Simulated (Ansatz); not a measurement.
Equation of state of iron, omega (AlB2-type)

Method: Ansatz, DFT, r2SCAN, plane waves (500 eV) with PAW, scalar-relativistic. (PAW data from PBE, frozen cores regenerated.)

The cell is scaled uniformly from the relaxed one, with fractional coordinates and shape fixed. Energies are extrapolated to zero smearing, pressures are those at the given smearing. Magnetic state: ferromagnetic.

```tsv
V (Å³/atom)	E − E₀ (meV/atom)	P (GPa)	sphere moment (μB)
10.795	115.3	27.55	2.74
11.286	48.2	16.50	2.82
11.777	11.8	7.59	2.88
12.267	-0.2	0.32	2.94
12.758	8.5	-5.74	2.99
13.249	33.8	-10.49	3.04
13.739	71.8	-14.07	3.09
```

Problem. Fit a third-order Birch-Murnaghan equation.

Solution. V₀ = 12.29 Å³/atom, B₀ = 163 GPa, B₀′ = 4.2.
